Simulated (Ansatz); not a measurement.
**Two states of TiNiO2**

```
Ti O Ni
1.0
     3.02014    0.00000    0.00000
    -1.51007    2.61552    0.00000
     0.00000    0.00000   11.57687
Ti O Ni
2 4 2
Direct
  0.33330 0.66670 0.25000
  0.66660 0.33330 0.75000
  0.33330 0.66670 0.08810
  0.66660 0.33330 0.58810
  0.33330 0.66670 0.41190
  0.66670 0.33340 0.91190
  0.00000 0.00000 0.00000
  0.00000 0.00000 0.50000
```

Single point in Ansatz 0.2.0 with PBE, with U_eff = 6.57 eV on Ni d, U_eff = 5.3 eV on Ti d (all-electron-ortho-atomic projectors). Cutoff 420 eV, PAW datasets, 9×9×2 Γ-centred k mesh, fermi-dirac filling (width 0.016 eV).

State A: Ti1 up, Ti2 up, Ni7 up, Ni8 up (collinear spin). State B: Ti1 up, Ti2 up, Ni7 up, Ni8 down (collinear spin).

Question: Which state is lower, and how do they differ?

Answer: State A is lower by 4.3 meV an atom at zero smearing. So small a gap isn't resolved on this mesh where a state is a metal.

```
state  free energy (meV/atom)  largest moment in a small sphere (μB)  net moment (μB/cell)  gap on mesh (eV)  pressure (GPa)  largest force (eV/Å)
    A                     0.0                                   1.68                  6.19             metal            19.8                  1.38
    B                     4.3                                   1.68                  2.21             metal            19.9                  1.44
```

Origin: a known structure type with other elements, at an estimated volume, so it need not be a known compound. Caveats: another magnetic order, which this cell may not hold, can open a gap; atoms or cell far from equilibrium.
